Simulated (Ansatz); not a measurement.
SiSnGeC:
```
SiSnGeC
1.0
    3.27409     0.00000     0.00000
    0.00000     3.94423     0.00000
    0.00000     0.00000     5.56067
C Si Ge Sn
1 1 1 1
Direct
  0.00000   0.00000   0.97547
  0.50000   0.00000   0.15328
  0.50000   0.50000   0.39613
  0.00000   0.50000   0.77542
```

Relaxed with r²SCAN. Special points in fractions of this cell's reciprocal vectors: Γ (0.000, 0.000, 0.000); X (0.500, 0.000, 0.000); S (0.500, 0.500, 0.000); Y (0.000, 0.500, 0.000); Z (0.000, 0.000, 0.500); U (0.500, 0.000, 0.500); R (0.500, 0.500, 0.500); T (0.000, 0.500, 0.500).

Task: List the band energies nearest the Fermi level at these points for plane-wave PAW r²SCAN (Ansatz code).

Result: In eV from the Fermi level; about four levels below and three above (degenerate sets whole), none deeper than 8.9 eV; points with the same levels are listed once.

| k | below | above |
|---|---|---|
| Γ | -4.30 -2.67 -1.25 -1.02 | 0.68 2.21 2.52 |
| X | -4.91 -4.84 -3.57 -2.09 | 1.17 1.33 2.63 |
| S | -3.67 -3.56 -1.54 -0.33 | 1.09 2.13 6.60 |
| Y | -7.45 -6.21 -4.60 -3.97 | 2.10 2.20 2.84 |
| Z | -5.09 -5.00 -4.24 -2.49 | 0.01 1.34 1.67 |
| U | -2.95 -2.60 -2.02 -1.09 | 0.44 3.13 3.54 |
| R | -5.49 -5.18 -4.95 -4.89 | 2.48 2.78 3.23 |
| T | -8.27 -3.96 -2.67 -2.40 | 0.69 0.78 2.66 |

Space group Pmm2. The start of the workflow was typed in or built on a structure type; neither database checked (COD, Materials Project) lists it. Its standing as an ambient phase is unchecked. The cell keeps a stress of up to 0.2 GPa. Symmetry was held in the r²SCAN relaxation; whether a distortion lowers the energy is not shown. Its formation energy is positive at this level, so the cell may be metastable or incomplete. Scalar-relativistic: spin–orbit coupling is off unless named, which matters more the heavier the elements.

Potentials: the earlier of the program's two PAW sets.
